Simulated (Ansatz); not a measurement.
An ordered 4-atom cell of Si3Sn on the diamond lattice (P-4m2), relaxed with r2SCAN. Around Si lie 2 Si at 2.40 Å and 2 Sn at 2.56 Å; around Si lie 4 Si at 2.40 Å; around Sn lie 4 Si at 2.56 Å.

Space group P-4m2 (No. 115). a = 4.038 Å, b = 4.038 Å, c = 5.749 Å, α = 90.00°, β = 90.00°, γ = 90.00°

| atom | site | symmetry | x | y | z |
| --- | --- | --- | --- | --- | --- |
| Si | 2g | 2mm. | 0.5000 | 0.0000 | 0.7746 |
| Si | 1b | -4m2 | 0.5000 | 0.5000 | 0.0000 |
| Sn | 1d | -4m2 | 0.0000 | 0.0000 | 0.5000 |

4 runs of Ansatz 0.2.0 on this cell differ in the functional (and in the settings that go with it). Levels are in eV from each run's valence top; v1 is the last filled band, c1 the first empty one.

Run A, mean stress +1.5 GPa (compression positive):

| point | v2 | v1 | c1 | c2 |
| --- | --- | --- | --- | --- |
| Γ | 0.00 | 0.00 | 0.50 | 0.53 |
| X | -2.04 | -0.92 | 1.40 | 2.75 |
| M | -2.91 | -2.65 | 0.23 | 0.58 |

Run B, mean stress 0.0 GPa (compression positive):

| point | v2 | v1 | c1 | c2 |
| --- | --- | --- | --- | --- |
| Γ | 0.00 | 0.00 | 0.68 | 0.70 |
| X | -2.16 | -0.98 | 1.63 | 3.03 |
| M | -3.08 | -2.81 | 0.40 | 0.76 |

Run C, mean stress -0.2 GPa (compression positive):

| point | v2 | v1 | c1 | c2 |
| --- | --- | --- | --- | --- |
| Γ | 0.00 | 0.00 | 1.04 | 1.06 |
| X | -2.22 | -0.99 | 2.08 | 3.43 |
| M | -3.18 | -2.89 | 0.76 | 1.09 |

Run D, mean stress -0.4 GPa (compression positive):

| point | v2 | v1 | c1 | c2 |
| --- | --- | --- | --- | --- |
| Γ | 0.00 | 0.00 | 1.69 | 1.72 |
| X | -2.26 | -1.02 | 2.76 | 4.10 |
| M | -3.22 | -2.93 | 1.39 | 1.73 |

**Question.** Match the runs to PBE, r2SCAN, HSE06, PBE0.

**Answer.** A is PBE, B is r2SCAN, C is HSE06, D is PBE0. In order of the gap: PBE 0.23, r2SCAN 0.40, HSE06 0.76, PBE0 1.39 eV.

The calculation is spin-unpolarised, and the structure need not be a phase that has been made.

No spin-orbit coupling is included; it can move band edges with weight on the heavy atoms by tenths of an eV.

The program warns that its thresholds are loose for a hybrid's stress.

The meshes of the hybrids are coarse, so their gaps aren't converged to the digits shown.
